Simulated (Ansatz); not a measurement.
All numbers below come from DFT PBEsol, scalar-relativistic, plane waves, PAW in Ansatz.

Settings: cutoff 420 eV, Γ-centred mesh 12×12×12 on the computed 4-atom cell, Gaussian smearing of 0.10 eV; no spin polarisation.

```xyz
4
Lattice="2.1709 1.2534 6.9890 -2.1709 1.2534 6.9890 0.0000 -2.5068 6.9890" Properties=species:S:1:pos:R:3 pbc="T T T"
Cd    0.0000    0.0000    0.0000
Sn    0.0000    0.0000   10.4835
Te    0.0000    0.0000   15.2853
Te    0.0000    0.0000    5.6817
```

Q: Is this geometry at equilibrium? Which atom feels the largest force?

A: It isn't. Atom 3 (Te) feels (0.00, 0.00, 2.33) eV/Å, 2.327 eV/Å in size, and symmetry-related atoms feel the same size.

Q: Give all forces and the stress.

A:
| atom | Fx | Fy | Fz |
| --- | --- | --- | --- |
| Cd1 | 0.000 | 0.000 | 0.000 |
| Sn2 | 0.000 | 0.000 | 0.000 |
| Te3 | 0.000 | 0.000 | 2.327 |
| Te4 | 0.000 | 0.000 | -2.327 |
Stress (GPa, compression positive):
```
4.43 0.00 0.00
0.00 4.43 0.00
0.00 0.00 2.37
```